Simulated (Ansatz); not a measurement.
TePb:
```
CELL_PARAMETERS angstrom
      0.00000     3.26726     3.26726
      3.26726     0.00000     3.26726
      3.26726     3.26726     0.00000
ATOMIC_POSITIONS crystal
  Te 0.00000 0.00000 0.00000
  Pb 0.50000 0.50000 0.50000
```

Relaxed with DFT-r²SCAN in the program Ansatz with PAW potentials. Indices refer to the conventional cell of Fm-3m, a = b = c = 6.5345 Å, α = β = γ = 90.00°.

Simulate the powder diffraction pattern (Ag Kα, λ = 0.560885 Å; lines above 1 %) up to 2θ = 30°.

Simulated powder pattern, Ag Kα, λ = 0.560885 Å (kinematic, ideal powder, no thermal factors, no anomalous dispersion; the 30 strongest lines at most, above 1 %, up to 2θ = 30°):

```json
[
 {"2θ (°)": "8.53", "d (Å)": "3.773", "I/Imax (%)": "11", "hkl": "(111)"},
 {"2θ (°)": "9.85", "d (Å)": "3.267", "I/Imax (%)": "100", "hkl": "(200)"},
 {"2θ (°)": "13.94", "d (Å)": "2.310", "I/Imax (%)": "84", "hkl": "(220)"},
 {"2θ (°)": "16.37", "d (Å)": "1.970", "I/Imax (%)": "7.3", "hkl": "(311)"},
 {"2θ (°)": "17.10", "d (Å)": "1.886", "I/Imax (%)": "33", "hkl": "(222)"},
 {"2θ (°)": "19.77", "d (Å)": "1.634", "I/Imax (%)": "16", "hkl": "(400)"},
 {"2θ (°)": "21.56", "d (Å)": "1.499", "I/Imax (%)": "3.6", "hkl": "(331)"},
 {"2θ (°)": "22.13", "d (Å)": "1.461", "I/Imax (%)": "47", "hkl": "(420)"},
 {"2θ (°)": "24.27", "d (Å)": "1.334", "I/Imax (%)": "36", "hkl": "(422)"},
 {"2θ (°)": "25.77", "d (Å)": "1.258", "I/Imax (%)": "2.9", "hkl": "(511)+(333)"},
 {"2θ (°)": "28.10", "d (Å)": "1.155", "I/Imax (%)": "11", "hkl": "(440)"},
 {"2θ (°)": "29.42", "d (Å)": "1.105", "I/Imax (%)": "3.0", "hkl": "(531)"},
 {"2θ (°)": "29.84", "d (Å)": "1.089", "I/Imax (%)": "24", "hkl": "(442)+(600)"}
]
```

The cell was relaxed with r²SCAN under the symmetry of its start; of distortions, only those at the zone centre were tested. Scalar-relativistic: spin–orbit coupling is off unless named, which matters more the heavier the elements.

Potentials: the later of the program's two PAW sets.
